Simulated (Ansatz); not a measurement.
# Ta₂C: how the energy converges with the cutoff

Ta₂C, P1, a = 3.127 Å, b = 3.062 Å, c = 4.984 Å, α, β, γ = 90.4°, 89.1°, 119.7°. Ansatz: PBEsol, PAW, cutoff varied, Γ-centred 10×10×6 mesh on 3 atoms, Gaussian smearing 0.10 eV; no spin polarisation. Single points at one geometry with displaced atoms, the cutoff alone changed; ΔE is the energy at zero smearing over the run at 600 eV. The runs up to 350 eV lie under the cutoff recommended for these PAW datasets.

| cutoff (eV) | ΔE (meV/atom) |
| --- | --- |
| 200 | 1262.76 |
| 250 | 242.63 |
| 300 | 56.06 |
| 350 | ? |
| 420 | 1.52 |

Task: Assume ΔE falls exponentially with the cutoff, fit y = ln ΔE against x, the cutoff in eV, to the other rows, and predict the missing value.

Result: y = 7.141, 5.492, 4.026, 0.419. Means x = 292.5, y = 4.2695; Σ(Δx)² = 26675, ΣΔxΔy = -810.3; the slope is their ratio. y = 13.16 − 0.03038 x, a factor of ten per 76 eV. At 350 eV this gives ΔE = 12.52 meV/atom. The run gave 14.53, a ratio of 0.86. Between neighbouring rows the decay runs from a factor of ten per 70 eV to one per 85 eV, so one exponential is only a rough guide.